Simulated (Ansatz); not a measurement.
A relaxation computed with Ansatz, from input to last step.

```yaml
crystal:
  lattice:
    - [4.1030605406, 0.0, 0.0]
    - [0.0, 4.1030605406, 0.0]
    - [0.0, 0.0, 8.6108037533]
  atoms:
    - { symbol: Ga, position: [0.5, 0.0, 0.28] }
    - { symbol: Ga, position: [0.0, 0.5, 0.72] }
    - { symbol: Sb, position: [0.0, 0.0, 0.0] }
    - { symbol: Sb, position: [0.5, 0.5, 0.0] }
    - { symbol: Sb, position: [0.5, 0.0, 0.64] }
    - { symbol: Sb, position: [0.0, 0.5, 0.36] }
basis:
  ecutwfc: 420
kpoints:
  mp_grid: { grid: [4, 4, 2] }
hamiltonian:
  xc: pbe
scf:
  occupations: { method: gaussian, width: 0.1 }
  lower_state_search: "off"
output:
  forces: true
  stress: true
  eigenvalues: true
relax:
  adjacent_minimum: "off"
  f_tol: 0.04
  max_steps: 70
  cell: { stress_tol: 0.4 }
```

```bash
ansatz run input.yaml --threads 1 --pin off --max-ram 2560MiB --backend cpu --events-out ev --progress --plain --runs-dir out
```

Level of theory: DFT PBE, scalar-relativistic, plane waves, PAW (Ansatz).

Of 8 frames 8 are shown, positions in Å and forces in eV/Å; the SCF threshold varies from step to step. Steps run on the plane waves of an earlier cell, with a Pulay correction in the pressure. The basis is chosen afresh for the last frame, the zero of the energies, and at times for earlier ones too; energy and pressure step there, also at an unchanged geometry.

```xyz
6
Lattice="4.1031 0.0000 0.0000 0.0000 4.1031 0.0000 0.0000 0.0000 8.6108" Properties=species:S:1:pos:R:3:forces:R:3 pbc="T T T" step=1 free_energy_over_end_meV_per_atom=105.62 pressure_GPa=4.50
Ga    2.0515    0.0000    2.4110    0.0000    0.0000    0.4216
Ga    0.0000    2.0515    6.1998    0.0000    0.0000   -0.4216
Sb    0.0000    0.0000    0.0000    0.0000    0.0000    0.0000
Sb    2.0515    2.0515    0.0000    0.0000    0.0000    0.0000
Sb    2.0515    0.0000    5.5109    0.0000    0.0000    0.0146
Sb    0.0000    2.0515    3.0999    0.0000    0.0000   -0.0146
6
Lattice="4.2977 0.0000 0.0000 0.0000 4.2977 0.0000 0.0000 0.0000 8.8147" Properties=species:S:1:pos:R:3:forces:R:3 pbc="T T T" step=2 free_energy_over_end_meV_per_atom=68.57 pressure_GPa=-1.93
Ga    2.1489    0.0000    2.6098    0.0000    0.0000    0.2987
Ga    0.0000    2.1489    6.2049    0.0000    0.0000   -0.2987
Sb    0.0000    0.0000    0.0000    0.0000    0.0000    0.0000
Sb    2.1489    2.1489    0.0000    0.0000    0.0000    0.0000
Sb    2.1489    0.0000    5.6993    0.0000    0.0000    0.2350
Sb    0.0000    2.1489    3.1154    0.0000    0.0000   -0.2350
6
Lattice="4.3355 0.0000 0.0000 0.0000 4.3355 0.0000 0.0000 0.0000 8.6042" Properties=species:S:1:pos:R:3:forces:R:3 pbc="T T T" step=3 free_energy_over_end_meV_per_atom=32.17 pressure_GPa=-1.66
Ga    2.1678    0.0000    2.6751    0.0000    0.0000    0.2163
Ga    0.0000    2.1678    5.9291    0.0000    0.0000   -0.2163
Sb    0.0000    0.0000    0.0000    0.0000    0.0000    0.0000
Sb    2.1678    2.1678    0.0000    0.0000    0.0000    0.0000
Sb    2.1678    0.0000    5.6976    0.0000    0.0000    0.3576
Sb    0.0000    2.1678    2.9066    0.0000    0.0000   -0.3576
6
Lattice="4.3194 0.0000 0.0000 0.0000 4.3194 0.0000 0.0000 0.0000 8.4293" Properties=species:S:1:pos:R:3:forces:R:3 pbc="T T T" step=4 free_energy_over_end_meV_per_atom=11.33 pressure_GPa=0.22
Ga    2.1597    0.0000    2.7603    0.0000    0.0000    0.2001
Ga    0.0000    2.1597    5.6690    0.0000    0.0000   -0.2001
Sb    0.0000    0.0000    0.0000    0.0000    0.0000    0.0000
Sb    2.1597    2.1597    0.0000    0.0000    0.0000    0.0000
Sb    2.1597    0.0000    5.7690    0.0000    0.0000   -0.1028
Sb    0.0000    2.1597    2.6603    0.0000    0.0000    0.1028
6
Lattice="4.2875 0.0000 0.0000 0.0000 4.2875 0.0000 0.0000 0.0000 8.5350" Properties=species:S:1:pos:R:3:forces:R:3 pbc="T T T" step=5 free_energy_over_end_meV_per_atom=4.39 pressure_GPa=0.46
Ga    2.1437    0.0000    2.8824    0.0000    0.0000    0.0749
Ga    0.0000    2.1437    5.6527    0.0000    0.0000   -0.0749
Sb    0.0000    0.0000    0.0000    0.0000    0.0000    0.0000
Sb    2.1437    2.1437    0.0000    0.0000    0.0000    0.0000
Sb    2.1437    0.0000    5.8500    0.0000    0.0000    0.0293
Sb    0.0000    2.1437    2.6851    0.0000    0.0000   -0.0293
6
Lattice="4.3006 0.0000 0.0000 0.0000 4.3006 0.0000 0.0000 0.0000 8.6456" Properties=species:S:1:pos:R:3:forces:R:3 pbc="T T T" step=6 free_energy_over_end_meV_per_atom=1.04 pressure_GPa=-0.09
Ga    2.1503    0.0000    3.0609    0.0000    0.0000   -0.0501
Ga    0.0000    2.1503    5.5847    0.0000    0.0000    0.0501
Sb    0.0000    0.0000    0.0000    0.0000    0.0000    0.0000
Sb    2.1503    2.1503    0.0000    0.0000    0.0000    0.0000
Sb    2.1503    0.0000    5.9897    0.0000    0.0000    0.0825
Sb    0.0000    2.1503    2.6559    0.0000    0.0000   -0.0825
6
Lattice="4.2802 0.0000 0.0000 0.0000 4.2802 0.0000 0.0000 0.0000 8.6992" Properties=species:S:1:pos:R:3:forces:R:3 pbc="T T T" step=7 free_energy_over_end_meV_per_atom=0.48 pressure_GPa=0.25
Ga    2.1401    0.0000    3.1052    0.0000    0.0000   -0.0360
Ga    0.0000    2.1401    5.5940    0.0000    0.0000    0.0360
Sb    0.0000    0.0000    0.0000    0.0000    0.0000    0.0000
Sb    2.1401    2.1401    0.0000    0.0000    0.0000    0.0000
Sb    2.1401    0.0000    6.0528    0.0000    0.0000   -0.0015
Sb    0.0000    2.1401    2.6465    0.0000    0.0000    0.0015
6
Lattice="4.2802 0.0000 0.0000 0.0000 4.2802 0.0000 0.0000 0.0000 8.6992" Properties=species:S:1:pos:R:3:forces:R:3 pbc="T T T" step=8 free_energy_over_end_meV_per_atom=0.00 pressure_GPa=0.23
Ga    2.1401    0.0000    3.1052    0.0000    0.0000   -0.0360
Ga    0.0000    2.1401    5.5940    0.0000    0.0000    0.0360
Sb    0.0000    0.0000    0.0000    0.0000    0.0000    0.0000
Sb    2.1401    2.1401    0.0000    0.0000    0.0000    0.0000
Sb    2.1401    0.0000    6.0528    0.0000    0.0000   -0.0016
Sb    0.0000    2.1401    2.6465    0.0000    0.0000    0.0016
```

The start puts this composition into another compound's structure type, which needn't suit it. At the end the space group is P4/nmm (tolerance 0.05 Å).

Time: 33 s on 1 thread of Intel(R) Xeon(R) 6975P-C (Granite Rapids), with other jobs on the host, peak memory 0.49 GiB.

The k mesh is coarse.